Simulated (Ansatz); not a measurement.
Data:

SiGe:
```yaml
crystal:
  lattice:
    - [3.90389, 0.00000, 0.00000]
    - [-1.95194, 3.38087, 0.00000]
    - [0.00000, 0.00000, 6.45333]
  atoms:
    - { symbol: Si, position: [0.66667, 0.33333, 0.87448] }
    - { symbol: Si, position: [0.33333, 0.66667, 0.37448] }
    - { symbol: Ge, position: [0.66667, 0.33333, 0.50052] }
    - { symbol: Ge, position: [0.33333, 0.66667, 0.00052] }
```

This is the r²SCAN-relaxed structure.

All from plane-wave PAW r²SCAN (Ansatz code), unless another level is named. Give the formation energy from the elements (no fitted shifts).

27 meV/atom.

Predict the band gap.

0.66 eV (indirect).

Give the electron effective mass.

0.11, 1.2, 1.2 mₑ (principal values).

What about the conduction-band minimum?

at M (3 equivalent valleys).

Give the valence-band maximum.

at Γ.

Space group P6_3mc (wurtzite). The workflow started from a Materials Project entry (that database holds measured and hypothetical structures alike); the Crystallography Open Database copy checked does not list it. Its standing as an ambient phase is unchecked. The r²SCAN relaxation kept the symmetry of its start; of distortions, only those at the zone centre were tested. The references are the lowest solids computed at this level, not always the standard phases. Scalar-relativistic: spin–orbit coupling is off unless named, which matters more the heavier the elements.

Potentials: the earlier of the program's two PAW sets.
